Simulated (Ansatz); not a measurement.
CeO2:
```yaml
crystal:
  lattice:
    - [0.00000, 2.73208, 2.73208]
    - [2.73208, 0.00000, 2.73208]
    - [2.73208, 2.73208, 0.00000]
  atoms:
    - { symbol: Ce, position: [0.00000, 0.00000, 0.00000] }
    - { symbol: O, position: [0.25000, 0.25000, 0.25000] }
    - { symbol: O, position: [0.75000, 0.75000, 0.75000] }
```

x, y and z are the axes in which the lattice vectors are written.

Q: Give the high-frequency dielectric tensor and the Born effective charge tensors of the independent atoms from DFPT, PBE (plane waves, PAW; program Ansatz).

A: 
ε∞:
```
7.86  0.00  0.00
0.00  7.86  0.00
0.00  0.00  7.86
```
Z* of atom 1 (Ce), rows: field, columns: displacement, in e:
```
5.75  0.00  0.00
0.00  5.75  0.00
0.00  0.00  5.75
```
Z* of atom 2 (O), rows: field, columns: displacement, in e:
```
-2.88   0.00   0.00
 0.00  -2.88   0.00
 0.00   0.00  -2.88
```

Static charges for comparison (Bader): Ce1 +2.30, O2 -1.15 e. Born charges measure polarisation by displacement and can exceed these by far.

Space group Fm-3m (fluorite). The PBE relaxation kept the symmetry of its start. The workflow began spin-polarised and lost its moments. The 4f shell is in the valence. No Hubbard U is applied. Spin–orbit coupling is left out wherever it is not named.

Potentials: the later of the program's two PAW sets.
